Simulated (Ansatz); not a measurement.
# MgH₂: do energies and stresses tell the same story?

All numbers below come from DFT r2SCAN, scalar-relativistic, plane waves, PAW in Ansatz.

Settings: cutoff 500 eV, Γ-centred mesh 16×16×16 on the computed 3-atom cell, Gaussian smearing of 0.10 eV; no spin polarisation.

Relaxed cell: Fm-3m, a = 4.727 Å, b = 4.727 Å, c = 4.727 Å, α = 90.00°, β = 90.00°, γ = 90.00°, 3 atoms in the primitive cell. Whether it is the stable form of this composition wasn't checked.

Energies at zero smearing and pressures from the stress tensor, at volumes with shape and atoms relaxed:
```json
{"V (Å³/atom)": "8.273", "E − E(first) (meV/atom)": "0.00", "P (GPa)": "4.28"}
{"V (Å³/atom)": "8.537", "E − E(first) (meV/atom)": "-5.12", "P (GPa)": "1.99"}
{"V (Å³/atom)": "8.801", "E − E(first) (meV/atom)": "-6.69", "P (GPa)": "-0.02"}
{"V (Å³/atom)": "9.065", "E − E(first) (meV/atom)": "-5.18", "P (GPa)": "-1.77"}
{"V (Å³/atom)": "9.329", "E − E(first) (meV/atom)": "-0.97", "P (GPa)": "-3.30"}
```

Task: Check P = −dE/dV between neighbouring volumes, and get the bulk modulus from the pressures alone.

Result: With 1 eV/Å³ = 160.2 GPa:
| middle V (Å³/atom) | −ΔE/ΔV (GPa) | mean P (GPa) |
| --- | --- | --- |
| 8.405 | 3.106 | 3.136 |
| 8.669 | 0.956 | 0.986 |
| 8.933 | -0.918 | -0.891 |
| 9.197 | -2.554 | -2.533 |

The two differ by 0.03 GPa at most. The mean of two end pressures misses the average over a step by about ΔV² P″/12, up to 0.03 GPa here; with that taken off 0.01 GPa remains. Around V = 8.801 Å³/atom, the two neighbours give B = −V ΔP/ΔV = 8.801 × 3.75 / 0.528 = 62.6 GPa, against B0 = 62.5 GPa from the Birch–Murnaghan fit of the energies.